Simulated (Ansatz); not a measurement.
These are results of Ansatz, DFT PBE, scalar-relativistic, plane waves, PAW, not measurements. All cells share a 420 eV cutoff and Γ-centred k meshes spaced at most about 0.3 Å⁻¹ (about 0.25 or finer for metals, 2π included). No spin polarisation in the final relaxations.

All energies are static (0 K, no zero-point motion).

Two relaxed structures of H2RuCl:

1.

```
CELL_PARAMETERS angstrom
3.22075 0.00000 0.00000
-1.61038 2.78925 0.00000
0.00000 0.00000 4.68027
ATOMIC_POSITIONS crystal
H 0.66667 0.33333 0.50000
H 0.33333 0.66667 0.50000
Ru 0.00000 0.00000 0.50000
Cl 0.00000 0.00000 0.00000
```

2.

```
CELL_PARAMETERS angstrom
3.53851 0.00000 0.00000
0.00000 3.53851 0.00000
0.00000 0.00000 11.50913
ATOMIC_POSITIONS crystal
H 0.00000 0.50000 0.07626
H 0.50000 0.00000 0.92374
H 0.00000 0.50000 0.51085
H 0.50000 0.00000 0.48915
Ru 0.00000 0.00000 0.00000
Ru 0.50000 0.50000 0.00000
Cl 0.00000 0.50000 0.62351
Cl 0.50000 0.00000 0.37649
```

Question: Which is lower in energy, and by how much?

Answer: Cell 1 is lower, by 190 meV/atom. Cell 1 has space group P6/mmm (No. 191), 10.5 Å³/atom and no gap on its mesh; cell 2 has space group P4/nmm (No. 129), 18.0 Å³/atom and no gap. Counting Cl or H atoms around Ru (for each partner element, those within 1.25 times its shortest distance or 1.15 times the sum of covalent radii, where it is the nearest in units of that sum or under 1.3), cell 1 has Ru 8 and cell 2 has Ru 4. Even the lower one lies +0.12 eV/atom against the reference forms of the elements (uncorrected), a margin that errors in the energy of the gaseous reference can exceed. In cell 1, H has 3 H at 1.86 Å and 3 Ru at 1.86 Å; Ru has 6 H at 1.86 Å and 2 Cl at 2.34 Å; Cl is surrounded by 2 Ru at 2.34 Å. In cell 2, H on its first site has 4 Ru at 1.97 Å; around Ru lie 4 H at 1.97 Å and 4 Ru at 2.50 Å; Cl is surrounded by 1 H at 1.30 Å; 1 more site not described. Both come from invented guesses. A third cell relaxed alike, in Pmma, lies 9 meV/atom below the lower of the two; the P6/mmm cell fell into it when its atoms were moved at random.

No dispersion correction is applied, so the spacing and binding between layers, chains or molecules are poorly described (P4/nmm), and this can change margins and order among such cells. In P6/mmm an odd number of electrons in the primitive cell allows no gap without spin; a larger cell or a magnetic state could open one. With hydrogen, zero-point motion can shift such differences by 10 meV/atom or more. Cells relaxed within their symmetry can be saddle points; a later kick test found a lower structure for H2RuCl P6/mmm.
